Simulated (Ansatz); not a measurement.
ZnCu (CsCl type)

```yaml
crystal:
  lattice:
    - [2.96382, 0.00000, 0.00000]
    - [0.00000, 2.96382, 0.00000]
    - [0.00000, 0.00000, 2.96382]
  atoms:
    - { symbol: Zn, position: [0.00000, 0.00000, 0.00000] }
    - { symbol: Cu, position: [0.50000, 0.50000, 0.50000] }
```

The slice is a {210} plane (indices of the conventional cell) through the point (0.500, 0.500, 0.500) (fractional), spanned by u = [100] and v = [021] in vectors of this cell: u (2.96 Å) and v (6.63 Å, at 90° to u). It covers one period; positions are fractions (u, v).

All values below come from PBE (plane waves to 420 eV, PAW, scalar-relativistic; Ansatz, an electronic-structure program). k mesh 16×16×16. These are valence fields of a PAW run, semicore shells included where kept as valence: close to a nucleus they are smooth pseudo fields. ZnCu is run without spin polarisation. ZnCu was relaxed with its symmetry unable to fall.

### Question
Sketch the electrostatic potential energy of an electron, from the cell's mean on this plane as a map.

### Answer
```
|xxxxxx00999900xxxx|
|xxxxxx55888855xxxx|
|xx0044555555554400|
|88775500xxxx005577|
|998822xxxxxxxx2288|
|997700xxxxxxxx0077|
|886622xxxxxxxx2266|
|88775500xxxx005577|
|999988665555668899|
|999999998888999999|
|999988665555668899|
|88775500xxxx005577|
|886622xxxxxxxx2266|
|997700xxxxxxxx0077|
|998822xxxxxxxx2288|
|88775500xxxx005577|
|xx0044555555554400|
|xxxxxx55888855xxxx|
|xxxxxx00999900xxxx|
|xxxxxxxx8888xxxxxx|
```
Scale: ten equal steps from 4.46 (start of '0') to 9.62 (end of '9'), in the order '0123456789'. Values: electrostatic potential energy of an electron, from the cell's mean, in eV. The map has 9 points along u (two characters each, u = 0 at the left) and 20 along v (v = 0 in the bottom row). Points within 1 Å of a nucleus are blanked (x), as the pseudised field means little there. The zero, the cell's mean, hangs on the PAW cores.
